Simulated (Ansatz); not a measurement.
Below is a relaxed structure of Al5BP6. The cell was found from a structure generator's guess, not taken from experiment.

The calculation used DFT PBE, scalar-relativistic, plane waves, PAW (Ansatz). Cutoff 420 eV, Γ-centred mesh, Gaussian smearing, no spin polarisation.

```
CELL_PARAMETERS angstrom
6.53585 0.00000 0.00000
-3.26793 5.66022 0.00000
0.00000 0.00000 6.20227
ATOMIC_POSITIONS crystal
Al 0.68090 0.00000 0.00033
Al 0.31910 0.31910 0.00033
Al 0.00000 0.68090 0.00033
Al 0.66667 0.33333 0.50048
Al 0.33333 0.66667 0.50048
B 0.00000 0.00000 0.49825
P 0.70836 0.00000 0.38589
P 0.29164 0.29164 0.38589
P 0.00000 0.70836 0.38589
P 0.00000 0.00000 0.82514
P 0.66667 0.33333 0.88350
P 0.33333 0.66667 0.88350
```

Energies over the elements count from the elements' standard structures at the same level, with no fitted energy shifts. The references include black phosphorus.

Question: What space group does it have?

Answer: P31m (No. 157), with Al and B ordered on wurtzite sites. Conventional cell: a = 6.536 Å, c = 6.202 Å. Al on a site of symmetry m has 4 P at 2.34–2.40 Å; around Al on a site of symmetry 3 lie 4 P at 2.38–2.43 Å; around B lie 4 P at 2.03 Å; P on a site of symmetry m is surrounded by 1 B at 2.03 Å and 3 Al at 2.40–2.43 Å; 2 more sites not described.

Question: How far does it lie from the elements in energy?

Answer: −0.515 eV/atom. Whether it is stable depends on the other phases of the system, which aren't compared here.

Question: Is it a metal?

Answer: No, the gap on the 6×6×6 mesh is 1.40 eV.

The last run used a 6×6×6 mesh for its 12-atom cell and Gaussian smearing of 0.02 eV. Kohn–Sham gaps at this level usually fall short of measured ones. The reference form of P is held partly by dispersion forces, which this level lacks. A later test with randomly moved atoms came back to the same energy, though modes that don't fit the test's cell weren't probed.
